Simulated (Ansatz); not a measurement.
Ni$_{5}$Ge$_{3}$:
```
CELL_PARAMETERS angstrom
      5.36188     3.33740     0.00000
     -5.36188     3.33740     0.00000
     -3.24299     0.00000     5.41181
ATOMIC_POSITIONS crystal
  Ni 0.18349 0.32917 0.85458
  Ni 0.32917 0.18349 0.64542
  Ni 0.81651 0.67083 0.14542
  Ni 0.67083 0.81651 0.35458
  Ni 0.50000 0.00000 0.50000
  Ni 0.00000 0.50000 0.00000
  Ni 0.91252 0.26040 0.41418
  Ni 0.26040 0.91252 0.08582
  Ni 0.08748 0.73960 0.58582
  Ni 0.73960 0.08748 0.91418
  Ge 0.10328 0.10328 0.25000
  Ge 0.71722 0.41529 0.54884
  Ge 0.41529 0.71722 0.95116
  Ge 0.89672 0.89672 0.75000
  Ge 0.28278 0.58471 0.45116
  Ge 0.58471 0.28278 0.04884
```

Relaxed with r²SCAN. Special points in fractions of this cell's reciprocal vectors: Γ (0.000, 0.000, 0.000); C (0.382, 0.382, 0.000); C2 (-0.382, 0.618, 0.000); Y2 (-0.500, 0.500, 0.000); M2 (-0.500, 0.500, 0.500); D (-0.267, 0.733, 0.500); D2 (0.267, 0.267, 0.500); A (0.000, 0.000, 0.500); L2 (0.000, 0.500, 0.500); V2 (0.000, 0.500, 0.000).

Q: List the band energies nearest the Fermi level at these points for r²SCAN in the plane-wave PAW code Ansatz.

A: In eV from the Fermi level; about four levels below and three above (degenerate sets whole), none deeper than 8.9 eV; points with the same levels are listed once.

```json
[
 {"k": "Γ", "below": "-0.29 -0.28 -0.14 -0.11", "above": "0.10 2.72 2.99"},
 {"k": "C", "below": "-0.61 -0.45 -0.40 -0.18", "above": "0.17 0.25 0.54"},
 {"k": "Y2", "below": "-0.82 -0.79 -0.22 -0.17", "above": "0.05 0.09 0.56"},
 {"k": "M2", "below": "-1.16 -1.16 -0.82 -0.82", "above": "0.07 0.07 0.18 0.18"},
 {"k": "D", "below": "-0.70 -0.70 -0.32 -0.32", "above": "0.41 0.41 1.24 1.24"},
 {"k": "A", "below": "-0.66 -0.66 -0.15 -0.15", "above": "0.16 0.16 0.98 0.98"},
 {"k": "L2", "below": "-0.91 -0.73 -0.43 -0.39", "above": "0.27 0.31 0.47"},
 {"k": "V2", "below": "-0.73 -0.47 -0.26 -0.17", "above": "0.15 0.20 0.89"}
]
```

Space group C2/c. The first step of the workflow began from a Materials Project structure, measured or hypothetical; the Crystallography Open Database copy checked does not list it. Its standing as an ambient phase is unchecked. The r²SCAN relaxation kept the symmetry of its start; whether a distortion lowers the energy is not shown. No spin polarisation was allowed. Scalar-relativistic: spin–orbit coupling is off unless named, which matters more the heavier the elements.

Potentials: the later of the program's two PAW sets.
